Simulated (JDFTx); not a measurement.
```json
{
 "surface": "Cu(110)",
 "bulk": "Cu, Fm-3m, lattice of mp-30 (not re-optimised)",
 "slab": "5 atoms in 5 planes, (1×1), 5.1 Å between the outermost planes",
 "in-plane cell": "3.577 × 2.530 Å, 9.05 Å²",
 "cell_height": "24.1 Å",
 "sampling": "6×8×1 k mesh, Fermi smearing 0.01 Ha, no spin polarisation"
}
```

Adsorbate: N on both faces at 1.00 monolayer, started bridge and relaxed in vacuum, keeping the symmetry of the start.

All numbers are RPBE, GBRV ultrasoft potentials made for PBE, plane waves to 20/100 Ha results from a modified build of JDFTx, not measurements. The adsorption energy per N is [E(slab + 2 N) − E(slab)]/2 − (½ E(N2)), with the gas molecules relaxed at the same level and slab energies taken as (E + F)/2, the usual estimate of zero smearing. No zero-point energy or vibrational entropy is included. Both faces are alike, and the cell allows no reconstruction beyond its size.

Predict the adsorption energy and the geometry, and the change of the work function.

2.05 eV. N has sunk 0.06 Å below the highest substrate atom, bound to 1 Cu at 1.91 Å. The work function goes from 4.17 to 4.96 eV. In CANDLE, water, 1 M NaCl, at zero charge, the adsorption energy is 2.04 eV and the potential of zero charge moves from -0.59 to 0.29 V vs SHE (4.44 V convention).
